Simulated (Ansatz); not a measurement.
C:
```yaml
crystal:
  lattice:
    - [-1.33188, 2.77962, 2.33386]
    - [1.33188, -2.77962, 2.33386]
    - [1.33188, 2.77962, -2.33386]
  atoms:
    - { symbol: C, position: [0.67013, 0.67463, 0.34476] }
    - { symbol: C, position: [0.32987, 0.32537, 0.65524] }
    - { symbol: C, position: [0.82987, 0.17463, 0.00449] }
    - { symbol: C, position: [0.17013, 0.82537, 0.99551] }
    - { symbol: C, position: [0.25000, 0.25000, 0.00000] }
    - { symbol: C, position: [0.75000, 0.75000, 0.00000] }
```

This is the PBE-relaxed structure. Tensor components refer to the Cartesian frame of this cell.

All from the program Ansatz at the PBE level (PAW), unless another level is named. Give the electron effective mass.

0.56, 1.3, 5.9 mₑ (principal values).

Next, the band gap?

2.87 eV (smallest direct gap 2.89 eV).

Predict the hole effective mass.

0.45, 0.54, 1.2 mₑ (principal values).

Next, the valence-band maximum?

at X (k = 0.500, 0.500, 0.500).

What about the conduction-band minimum?

on the Γ–X line, 86 % of the way from Γ (k = 0.432, -0.432, 0.432) (2 equivalent valleys).

Space group Ibam. The start of the workflow was typed in or built on a structure type; neither database checked (COD, Materials Project) lists it. It is not the phase usual at ambient conditions (space group No. 194, 227). Symmetry was held in the PBE relaxation; whether a distortion lowers the energy is not shown. The volume moved by 20 % from the start of the relaxation.

Potentials: the earlier of the program's two PAW sets.
